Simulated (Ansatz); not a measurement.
**KMgF₃: the gap under strain**

KMgF₃, Pm-3m, a = 3.991 Å. The structure is a Materials Project entry; whether it is the stable form wasn't checked. Ansatz: PBEsol, PAW, 420 eV, Γ-centred 6×6×6 mesh on 5 atoms, Gaussian smearing 0.02 eV; no spin polarisation. Series: uniaxial strain along a, with b, c and atoms relaxed; x is the strain in per cent. The gap is sought over the whole zone. Symmetry holds the atoms on their sites, so the polar shifts and tilts of such a perovskite can't set in.

```tsv
x (%)	gap y (eV)
-4.5	7.274
-3.0	?
-1.5	7.170
0.0	7.116
1.5	7.045
3.0	6.972
4.5	6.898
```

Problem. Fit y = E0 + c1 x + c2 x² to the other rows, give the deformation potential for this strain, and predict the missing gap.

Solution. Least squares on the rows shown. y = 7.1120 − 0.041924 x − 0.0013175 x². The deformation potential is 100 c1 = -4.19 eV per unit strain. At x = -3.0 the fit asked for gives 7.226 eV. The run gave 7.223 eV, so the fit is 0.003 eV too high, within twice the rms miss on the fitted rows (0.002 eV).

Semilocal functionals give gaps under the measured ones; changes of the gap mostly carry over better.